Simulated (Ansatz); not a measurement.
A plane-wave DFT run in Ansatz 0.2.0 (scalar-relativistic PAW potentials unless the input names others): input and command.

```yaml
crystal:
  lattice:
    - [6.8363400991, 0.0, 0.0]
    - [0.0, 6.8363400991, 0.0]
    - [0.0, 0.0, 3.440329522]
  atoms:
    - { symbol: Ru, position: [0.0, 0.0, 0.0] }
    - { symbol: Ru, position: [0.5, 0.5, 0.5] }
    - { symbol: Pb, position: [0.2796209261, 0.2796209261, 0.0] }
    - { symbol: Pb, position: [0.2203790739, 0.7796209261, 0.5] }
    - { symbol: Pb, position: [0.7203790739, 0.7203790739, 0.0] }
    - { symbol: Pb, position: [0.7796209261, 0.2203790739, 0.5] }
basis:
  ecutwfc: 420
kpoints:
  mp_grid: { grid: [6, 6, 12] }
hamiltonian:
  xc: pbe
  pseudopotentials: { kind: nc }
scf:
  occupations: { method: gaussian, width: 0.1 }
  max_iter: 60
output:
  forces: true
  eigenvalues: true
  stress: true
magnetization:
  spin_polarized: true
  spin_orbit: true
```

```bash
ansatz run input.yaml --threads 1 --pin off --max-ram 2560MiB --backend cpu --events-out ev --progress --plain --runs-dir out
```

What is wrong with this input?

The program refuses it, because of spin-orbit coupling on scalar files and without noncollinear: true (magnetization: not typed → {"spin_polarized": true, "spin_orbit": true}; hamiltonian.pseudopotentials: not typed → {"kind": "nc"}). Without those keys it is accepted.

Abridged log:
```
Error: 2 input errors — fix all and re-run
  1. inconsistent input (magnetization.spin_orbit, magnetization.noncollinear): true requires noncollinear: true — spin–orbit coupling acts on 2-spinor wavefunctions; set both flags
  2. inconsistent input (magnetization.spin_orbit, hamiltonian.pseudopotentials.kind): true requires a fully-relativistic hamiltonian.pseudopotentials.kind (nc_fr or paw_fr), or kind: all_electron without datasets and azcp, which then solves Dirac's equation on LAPW. paw_fr resolves this project's PAW files (source: ansatz) by j as it reads them
```